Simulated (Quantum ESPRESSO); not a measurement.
## Solid-state NMR card for CaMgF$_{4}$ (changed cell)

```
CELL_PARAMETERS angstrom
      4.96765    -0.03538     0.00000
     -0.03538     4.96765     0.00000
      0.00000     0.00000     3.31361
ATOMIC_POSITIONS crystal
  Ca 0.50000 0.50000 0.50000
  Mg 0.00000 0.00000 0.00000
  F  0.71463 0.71463 0.00000
  F  0.28537 0.28537 0.00000
  F  0.81978 0.18022 0.50000
  F  0.18022 0.81978 0.50000
```
The cell was made here from a computed Materials Project entry: one of 2 Mg replaced by Ca, cell and atoms relaxed (PBE without dispersion, pw.x of a modified build of Quantum ESPRESSO, symmetry kept). The parent is MgF2 in P4₂/mnm. The swapped cell is a model, not a known phase. Stability against distortions was not tested.

Shieldings are absolute and leave out the bulk-susceptibility term; a larger σ means a smaller chemical shift. By our sweeps, such settings leave a few ppm in absolute σ. No d partial waves on Mg: the paramagnetic term there is incompletely reconstructed. PBE places the empty d or f states of Ca too low, which is known to distort σ on and beside such ions.

### Question
What do the calculations give at each independent site (shieldings by PBE GIPAW (Quantum ESPRESSO, JTH PAW datasets), 22.5 Ha, k-mesh 3×3×5 shifted, f-sum rule met within 0.002 %)?

### Answer
```tsv
site	site symmetry	σ_iso (ppm)
Ca (atom 1)	mmm	1095
Mg (atom 2)	mmm	570
F1 (atoms 3, 4)	2mm	252
F2 (atoms 5, 6)	m2m	312
```
